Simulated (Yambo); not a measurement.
G0W0@PBEsol for TlAlSe2 (space group I4/mcm, No. 140) in Yambo (2×2×2 mesh, 7 Ry block, plasmon pole, screening fixed), without a terminator:

```
bands N in G  gap M → M (eV)  shift of the valence edge (eV)
------------  --------------  ------------------------------
128                    1.234                          -0.480
209                    1.312                          -0.768
317                    1.350                          -0.897
```

### Question
Extrapolate both columns to infinite N with E(N) = E∞ + A/N, test the form, and compare with the terminator.

### Answer
From two points, E∞ = (N2 E2 − N1 E1)/(N2 − N1). The two largest N give 1.42 eV for the gap and -1.15 eV for the shift; the two smallest give 1.44 eV and -1.22 eV. For the gap the slopes A are -26 and -23 eV: the 1/N form holds. For the shift the slopes A are 95 and 79 eV: the form isn't reached, and its limit is uncertain. With the Bruneval-Gonze terminator and 317 bands the run gives 1.38 eV and -0.99 eV, 0.04 eV and 0.16 eV from the extrapolated values: the terminator too is an estimate of the remainder. Block, mesh and the bands in W are held fixed.

The standard potentials for Se, Tl keep a d shell in the valence without the s and p states of that shell. In tests on such compounds this moved G0W0 gaps by up to about 0.9 eV, so absolute quasiparticle energies here are unreliable; differences between settings are what counts.

Spin-orbit coupling is not included.

Geometry relaxed with PBE+D3(BJ); primitive cell a = b = c = 6.4995 Å, α = β = 103.80°, γ = 121.52°.

The structure is a Materials Project entry; no match was found in the copy of COD used, and its stability was not checked.

A shift is the quasiparticle energy of the state minus its PBEsol energy.
